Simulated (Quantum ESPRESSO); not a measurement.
# Al2GeZnN4: convergence and cost over cutoff and k mesh

Simulated, not a measurement. The program is pw.x of Quantum ESPRESSO 7.5 (plane-wave density functional theory). The cell is made up: 8 atoms on a zincblende/diamond lattice, with randomly drawn elements, strain and displacements, not relaxed. PseudoDojo standard norm-conserving files (v0.5 for PBE, v0.4.1 for LDA and PBEsol) set the functional; there is no spin polarisation, spin-orbit coupling or dispersion term, and the masses in the input are unused placeholders.

Input of the run in row 4:

```
&control calculation='scf', pseudo_dir='./dojo.nc.sr.pbe.v0_5.standard.upf', outdir='./o', disk_io='medium', tprnfor=.true., tstress=.true. /
&system ibrav=0, nat=8, ntyp=4, nbnd=36, ecutwfc=84.00895049, nosym=.true., tot_charge=0,
 occupations='smearing', smearing='fd', degauss=0.0018374661
/
&electrons conv_thr=7.350e-09, electron_maxstep=60, /
ATOMIC_SPECIES
Al 1.0 Al.upf
Ge 1.0 Ge.upf
N 1.0 N.upf
Zn 1.0 Zn.upf
CELL_PARAMETERS angstrom
4.3721 0.0 0.0
0.0 4.3721 0.0
0.0 0.0 4.3721
ATOMIC_POSITIONS angstrom
Al 0.0343 0.0654 -0.0342
Ge -0.0777 2.1362 2.2167
Zn 2.1756 -0.014 2.2684
Al 2.2565 2.2058 0.036
N 1.0612 1.1036 1.089
N 1.1236 3.3005 3.2947
N 3.2409 1.0706 3.2518
N 3.253 3.229 1.0739
K_POINTS automatic
4 4 4 1 1 1
```

The same cell was run at these settings. Meshes are shifted by half a step, and differences are from the last row, which is itself not exact.

| cutoff (eV) | k mesh | k points solved | threshold (eV) | free energy less the last row's (eV) | pressure (GPa) | largest stress difference (GPa) | largest force difference (eV/Å) | iterations | wall time (s) | k-point pools | processor |
| --- | --- | --- | --- | --- | --- | --- | --- | --- | --- | --- | --- |
| 800 | 2 x 2 x 2 | 4 | 1e-04 | 2.415 | -24.02 | 39.65 | 0.101 | 8 | 32 | 1 | AMD EPYC, Zen 5 class |
| 1143 | 2 x 2 x 2 | 4 | 1e-07 | 0.227 | 15.83 | 0.26 | 0.085 | 11 | 52 | 1 | AMD EPYC, Zen 5 class |
| 592 | 4 x 4 x 4 | 32 | 1e-07 | 48.003 | -420.71 | 436.42 | 0.294 | 11 | 104 | 1 | AMD EPYC, Zen 5 class |
| 1143 | 4 x 4 x 4 | 32 | 1e-07 | 0.003 | 15.62 | 0.01 | 0.001 | 11 | 218 | 1 | AMD EPYC, Zen 5 class |
| 1437 | 6 x 6 x 6 | 108 | 1e-07 | 0.000 | 15.61 | 0.00 | 0.000 | 11 | 716 | 1 | AMD EPYC, Zen 5 class |

Each pool is one process. Wall times include start-up and a band step at six k points, which weighs most on the coarsest meshes. The runs were on shared virtual cores whose load varied, so times are rough.